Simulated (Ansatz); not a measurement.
GaN:
```
CELL_PARAMETERS angstrom
      3.15426     0.00000     0.00000
     -1.57713     2.73167     0.00000
      0.00000     0.00000     7.59751
ATOMIC_POSITIONS crystal
  Ga 0.66667 0.33333 0.25000
  Ga 0.33333 0.66667 0.75000
  N  0.00000 0.00000 0.75000
  N  0.00000 0.00000 0.25000
```

Cartesian axes are those of the cell as given.

Task: Give the high-frequency dielectric tensor and the Born effective charge tensors of the independent atoms from DFPT, DFT-LDA in the program Ansatz with PAW potentials.

Result: 
ε∞:
```
5.45  0.00  0.00
0.00  5.45  0.00
0.00  0.00  3.06
```
Z* of atom 1 (Ga), rows: field, columns: displacement, in e:
```
3.05  0.00  0.00
0.00  3.05  0.00
0.00  0.00  0.90
```
Z* of atom 3 (N), rows: field, columns: displacement, in e:
```
-3.05   0.00   0.00
 0.00  -3.05   0.00
 0.00   0.00  -0.90
```

Space group P6_3/mmc. The first step of the workflow began from a Materials Project structure, measured or hypothetical; the Crystallography Open Database copy checked does not list it. It is not the phase usual at ambient conditions (space group No. 186, 216). Symmetry was held in the LDA relaxation; phonons show weakly imaginary modes. A crystal of weakly bound layers computed without a dispersion correction: the cell and the soft elastic constants depend strongly on that. Scalar-relativistic: spin–orbit coupling is off unless named, which matters more the heavier the elements.

Potentials: the later of the program's two PAW sets.
